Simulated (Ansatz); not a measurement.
Mg (hcp, Mg type)

```
Mg
1.0
    3.17308     0.00000     0.00000
   -1.58654     2.74797     0.00000
    0.00000     0.00000     5.18247
Mg
2
Direct
  0.33333   0.66667   0.75000
  0.66667   0.33333   0.25000
```

The slice is a (1 -1 0 0) plane (indices of the conventional cell) through the point (0.333, 0.667, 0.750) (fractional), spanned by u = [110] and v = [001] in vectors of this cell: u (3.17 Å) and v (5.18 Å, at 90° to u). It covers one period; positions are fractions (u, v).

These are r2SCAN (plane waves to 500 eV, PAW, scalar-relativistic; Ansatz, an electronic-structure program) values and carry that method's errors. k mesh 17×17×9. Inside the PAW spheres the values are not all-electron values, and peaks at nuclei hang on which shells count as valence. Mg was relaxed with its symmetry unable to fall.

Q: What is the ELF at the midpoint of the shortest Mg–Mg line in this plane (3.17 Å)?

A: 0.6.

Q: The ELF has a maximum in the middle third of the Mg–Mg line. Where, and how high?

A: 0.57, 1.6 Å from Mg.

Q: What is the valence density on the shortest Mg–Mg line in this plane (3.17 Å), at its midpoint?

A: 0.10 e/Å³.

Q: Predict the map of the electrostatic potential energy of an electron, from the cell's mean on the slice.

A: 
```
|xxxxxx-*##*-xxxxx|
|xxxxx =*%%*= xxxx|
|xxxxx:+#%%#+:xxxx|
|xxxx.=#%@@%#=.xxx|
|xxx:=*%@@@@%*=:xx|
|:-=+*#%@@@@%#*+=-|
|***#%%@@@@@@%%#**|
|%%%%%%%%%%%%%%%%%|
|@@@@%%##**##%%@@@|
|@@@%%#*+==+*#%%@@|
|@@@%#+=:..:=+#%@@|
|@@@#*=: xx :=*#@@|
|@@%#+-.xxxx.-+#%@|
|@@%#+- xxxx -+#%@|
|@@%#+-.xxxx.-+#%@|
|@@@#*=: xx :=*#@@|
|@@@%#+=:..:=+#%@@|
|@@@%%#*+==+*#%%@@|
|@@@@%%##**##%%@@@|
|%%%%%%%%%%%%%%%%%|
|***#%%@@@@@@%%#**|
|:-=+*#%@@@@%#*+=-|
|xxx:=*%@@@@%*=:xx|
|xxxx.=#%@@%#=.xxx|
|xxxxx:+#%%#+:xxxx|
|xxxxx =*%%*= xxxx|
|xxxxxx-*##*-xxxxx|
|xxxxxx:*##*:xxxxx|
```
Scale: ten equal steps from -1.61 (start of ' ') to 6.26 (end of '@'), in the order ' .:-=+*#%@'. Values: electrostatic potential energy of an electron, from the cell's mean, in eV. The map has 17 points along u (one character each, u = 0 at the left) and 28 along v (v = 0 in the bottom row). Points within 1 Å of a nucleus are blanked (x), as the pseudised field means little there. The zero, the cell's mean, hangs on the PAW cores.
